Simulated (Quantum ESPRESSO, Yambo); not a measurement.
CaClOH (space group P6_3mc, No. 186): one geometry, one set of LDA (Quantum ESPRESSO, PseudoDojo norm-conserving, 84 Ry, scalar-relativistic) orbitals, self-energies from Yambo (3×3×1 Γ-centred k mesh, 235 bands and a 8 Ry block in the screening, 235 bands in G with the Bruneval-Gonze terminator, plasmon pole fitted at 27.2 eV).

| level | gap Γ → Γ (eV) |
|---|---|
| LDA (Quantum ESPRESSO) | 5.07 |
| exchange only (Hartree-Fock self-energy on LDA orbitals) | ? |
| static COHSEX@LDA | 9.11 |
| G0W0@LDA, plasmon pole | ? |
| G0W0@LDA, multipole fit to 8 frequencies, no terminator | 7.74 |
| G0W0@LDA, plasmon pole, no terminator | 7.79 |

Question: What belongs in the gaps?

Answer: 
- exchange only (Hartree-Fock self-energy on LDA orbitals), gap Γ → Γ (eV): 14.53
- G0W0@LDA, plasmon pole, gap Γ → Γ (eV): 7.84

Bare exchange has no screening and gives the widest gap; static COHSEX screens it but leaves out the frequency dependence, which G0W0 restores.

Nearest settings tried, and what they do to the gap: 149 bands in W, 149 bands in G: -8 meV; 7 Ry block (273 vectors against 347): -50 meV. Not varied: mesh. So the settings aren't converged at that level. The k mesh is coarse.

Geometry of the Materials Project entry, not relaxed at this level; primitive cell a = b = 3.870 Å, c = 9.810 Å, α = β = 90.00°, γ = 120.00°.

The structure is a Materials Project entry; no match was found in the copy of COD used, and its stability was not checked.
